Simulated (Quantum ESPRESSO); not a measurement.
# TaHf2TiO7N: convergence and cost over cutoff and k mesh

A calculation, not a measurement. The program is pw.x of Quantum ESPRESSO 7.5 (plane-wave density functional theory). The cell is made up: 12 atoms on a fluorite lattice, with randomly drawn elements, strain and displacements, not relaxed. PseudoDojo standard norm-conserving files (v0.5 for PBE, v0.4.1 for LDA and PBEsol) set the functional; there is no spin polarisation, spin-orbit coupling or dispersion term, and the masses in the input are unused placeholders.

The hafnium pseudopotential is less sure than the others, with forces about 3 percent (worst 6) and pressure in oxides about 1.5 GPa (worst 2.7) from a second method in checks, which no rerun with the same files tests.

Input of the run in row 4:

```
&control calculation='scf', pseudo_dir='./dojo.nc.sr.pbe.v0_5.standard.upf', outdir='./o', disk_io='low', tprnfor=.true., tstress=.true. /
&system ibrav=0, nat=12, ntyp=5, nbnd=54, ecutwfc=84.00895049, nosym=.true., tot_charge=0,
 occupations='smearing', smearing='fd', degauss=0.0018374661
/
&electrons conv_thr=7.350e-09, electron_maxstep=60, /
ATOMIC_SPECIES
Hf 1.0 Hf.upf
N 1.0 N.upf
O 1.0 O.upf
Ta 1.0 Ta.upf
Ti 1.0 Ti.upf
CELL_PARAMETERS angstrom
4.9927 0.0 0.0
0.0 4.9927 0.0
0.0 0.0 4.9927
ATOMIC_POSITIONS angstrom
Ta -0.0503 0.0584 -0.0662
Hf 0.0651 2.509 2.5124
Hf 2.4764 0.0514 2.4979
Ti 2.4827 2.604 0.0214
O 1.181 1.227 1.2104
O 1.2114 1.2794 3.7329
O 1.2012 3.7635 1.2487
O 1.2719 3.7666 3.7945
O 3.7331 1.2644 1.2485
O 3.7846 1.2063 3.7571
O 3.7256 3.6921 1.2904
N 3.6676 3.7793 3.6589
K_POINTS automatic
5 5 5 1 1 1
```

The same cell was run at these settings. Meshes are shifted by half a step, and differences are from the last row, which is itself not exact.

| cutoff (eV) | k mesh | k points solved | threshold (eV) | free energy less the last row's (eV) | pressure (GPa) | largest stress difference (GPa) | largest force difference (eV/Å) | iterations | wall time (s) | k-point pools | processor |
| --- | --- | --- | --- | --- | --- | --- | --- | --- | --- | --- | --- |
| 800 | 2 x 2 x 2 | 4 | 1e-04 | 0.827 | -8.37 | 12.03 | 0.175 | 14 | 35 | 4 | Intel Xeon, older |
| 1143 | 1 x 1 x 1 | 1 | 1e-07 | -2.615 | 3.25 | 1.26 | 1.428 | 21 | 49 | 4 | Intel Xeon, older |
| 650 | 5 x 5 x 5 | 63 | 1e-07 | 7.211 | -38.66 | 42.25 | 0.143 | 16 | 204 | 4 | Intel Xeon, older |
| 1143 | 5 x 5 x 5 | 63 | 1e-07 | 0.002 | 3.53 | 0.04 | 0.003 | 17 | 519 | 4 | Intel Xeon, older |
| 1437 | 7 x 7 x 7 | 172 | 1e-07 | 0.000 | 3.56 | 0.00 | 0.000 | 17 | 1637 | 4 | Intel Xeon, older |

Each pool is one process. Wall times include start-up and a band step at six k points, which weighs most on the coarsest meshes. The runs were on shared virtual cores whose load varied, so times are rough.